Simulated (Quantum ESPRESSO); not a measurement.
## Kohn-Sham bands of Mg₃ZnO₄ (Pm-3m)

```
Mg3ZnO4
1.0
    4.28008     0.00000     0.00000
    0.00000     4.28008     0.00000
    0.00000     0.00000     4.28008
Mg Zn O
3 1 4
Direct
  0.00000   0.50000   0.50000
  0.50000   0.00000   0.50000
  0.50000   0.50000   0.00000
  0.00000   0.00000   0.00000
  0.50000   0.00000   0.00000
  0.00000   0.50000   0.00000
  0.00000   0.00000   0.50000
  0.50000   0.50000   0.50000
```

Structure: Materials Project mp-1024045, symmetrised, not relaxed again. Not found in the COD (Crystallography Open Database) copy used; not checked further. Computed values, not measurements, from LDA: Quantum ESPRESSO (norm-conserving PseudoDojo potentials, cutoff 68 Ry, no spin polarisation, no spin-orbit coupling) on a Γ-centred 6×6×6 mesh, then Wannier90. Density: 8×8×8 mesh, cold smearing 0.01 Ry.

Task: List the Kohn-Sham levels between −8 and 5.1 eV relative to the valence-band maximum at the high-symmetry points, as a band run of pw.x on that density gives them (levels within 2 meV counted together).

Result: 
| point | k (reciprocal lattice) | levels (eV) |
|---|---|---|
| Γ | 0.000 0.000 0.000 | -5.01 (×3), -4.97 (×3), -4.55 (×2), -2.40 (×3), -2.24 (×3), -0.98 (×3), 2.10 |
| X | 0.000 0.500 0.000 | -5.94, -5.31 (×2), -4.97, -4.55, -4.06 (×2), -3.52, -3.33 (×2), -3.11, -2.65, -2.27, -1.80 (×2), -1.48 (×2) |
| M | 0.500 0.500 0.000 | -6.15, -5.81, -5.72, -5.23 (×2), -4.29 (×2), -3.73, -3.30, -3.27, -2.77, -2.39 (×2), -1.55, -1.52 (×2), 0.00 |
| R | 0.500 0.500 0.500 | -6.57, -6.11 (×3), -5.81 (×2), -4.10 (×3), -1.55 (×3), -1.34 (×3), 0.00 (×2) |
